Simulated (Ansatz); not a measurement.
**What a change of settings does to a run on NbCd$_{3}$**

The geometry is COD entry 2310296, unchecked; take it as a test cell.

First run: DFT, PBE, all-electron LAPW, scalar-relativistic (Ansatz 0.2.0).

Command: `ansatz run input.yaml --threads 1 --pin off --max-ram 4096MiB --backend cpu --events-out ev --progress --plain --runs-dir out` The run took 91 s on 1 thread of Intel(R) Xeon(R) CPU @ 2.60GHz (Ice Lake) (shared host), peak memory 0.61 GiB.

```yaml
crystal:
  lattice:
    - [4.215, 0.0, 0.0]
    - [0.0, 4.215, 0.0]
    - [0.0, 0.0, 4.215]
  atoms:
    - { symbol: Nb, position: [0.0, 0.0, 0.0] }
    - { symbol: Cd, position: [0.0, 0.5, 0.5] }
    - { symbol: Cd, position: [0.5, 0.0, 0.5] }
    - { symbol: Cd, position: [0.5, 0.5, 0.0] }
kpoints:
  mp_grid: { grid: [9, 9, 9] }
  band_path:
    path:
      - [0.0, 0.0, 0.0]
      - [0.0, 0.5, 0.0]
      - [0.5, 0.5, 0.0]
      - [0.0, 0.0, 0.0]
      - [0.5, 0.5, 0.5]
      - [0.0, 0.5, 0.0]
      - [0.5, 0.5, 0.5]
      - [0.5, 0.5, 0.0]
    npoints: 14
scf:
  occupations: { method: fermi_dirac, width: 0.08 }
hamiltonian:
  xc: pbe
  pseudopotentials: { kind: all_electron, lapw: { basis_error: 0.0005 } }
output:
  forces: true
  stress: true
  eigenvalues: true
  fatbands: true
  populations: true
  dos: { projected: true, de: 0.2, e_range: [-14, 8] }
```

Result: converged; pressure 7.19 GPa; 11 SCF iterations.

Spin polarisation is left out, and whether a magnetic state lies lower isn't shown here.

A second input differs as follows:

```diff
@@ -23,5 +23,6 @@
     npoints: 14
 scf:
-  occupations: { method: fermi_dirac, width: 0.08 }
+  occupations: { method: gaussian, width: 5.0 }
+  max_iter: 60
 hamiltonian:
   xc: pbe
@@ -31,6 +32,4 @@
   stress: true
   eigenvalues: true
-  fatbands: true
   populations: true
-  dos: { projected: true, de: 0.2, e_range: [-14, 8] }
```

Problem. What is wrong with it, and what does the program do?

Solution. The fault is a smearing of electronvolts. The run converged; energy at zero smearing -160.7 meV/atom from the first run; pressure 30.5 GPa; 10 SCF iterations. Such numbers aren't properties of the crystal. The log ends:
```
  site symbol       q [e]
     0     Nb     41.7856
     1     Cd     47.1071
     2     Cd     47.1071
     3     Cd     47.1071
  spilling = 0.010233 (of n_electrons = 185.000000)
```
